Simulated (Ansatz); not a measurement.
# In₂BAs₃ (ordering on zincblende) by several functionals

All numbers come from the plane-wave code Ansatz. Spin-unpolarised throughout. Whether this structure exists isn't addressed.

The cell is In₂BAs₃ as one 6-atom ordering (Imm2) on the zincblende lattice; cell and atoms were relaxed with r2SCAN. It is orthorhombic, Imm2 (No. 44); a = 3.942 Å, b = 11.955 Å, c = 5.802 Å in the conventional setting, 22.79 Å³ an atom. Around B lie 4 As at 2.07–2.28 Å; around As lie 2 B at 2.28 Å and 2 In at 2.64 Å; around In lie 4 As at 2.60–2.64 Å; around As lie 1 B at 2.07 Å and 3 In at 2.60–2.64 Å.

```
B As In
1.0
    -1.97118    5.97735    2.90109
     1.97118   -5.97735    2.90109
     1.97118    5.97735   -2.90109
B As In
1 3 2
Cartesian
  0.0000 0.0000 0.0672
  0.0000 5.9773 1.8299
  0.0000 1.7228 1.2186
  1.9712 4.2545 -1.6825
  0.0000 7.8903 0.0087
  0.0000 4.0644 0.0087
```

Relaxed lattice by functional, symmetry kept:
```
functional  k mesh  a (Å)   b (Å)  c (Å)  volume (Å³/atom)
       PBE   8×8×8  3.979  12.065  5.861             23.45
    r2SCAN   8×8×8  3.942  11.955  5.802             22.79
```

On this one geometry the levels give:

| level | k mesh | gap (eV) | kind | edges | least direct gap (eV) | rough cost |
| --- | --- | --- | --- | --- | --- | --- |
| PBE | 8×8×8 | 0.01 | direct | Γ–X (0.10) | 0.01 | 2.8 core-minutes |
| r2SCAN | 8×8×8 | 0.16 | direct | Γ | 0.16 | 3 core-minutes |
| HSE06 | 4×4×4 | 0.52 | direct | Γ | 0.52 | 27 core-minutes |

All runs use a smearing of 0.02 eV.
Wave cutoffs: 420 eV, 500 eV (r2SCAN). Gaps under 0.1 eV (PBE) can't be told from a closed one: the bands may be in normal order or already inverted, which a gap's size doesn't show.
Costs come from shared machines and give only the order; PBE's includes the band path. The runs had 4 threads of Intel(R) Xeon(R) Processor @ 2.50GHz (Skylake/Cascade Lake) (shared host).

With HSE06 the gap is 0.52 eV and direct, at Γ.

Among these functionals the gap stays direct.

Spin-orbit coupling is left out, which matters wherever the heavy atoms make up the band edges.
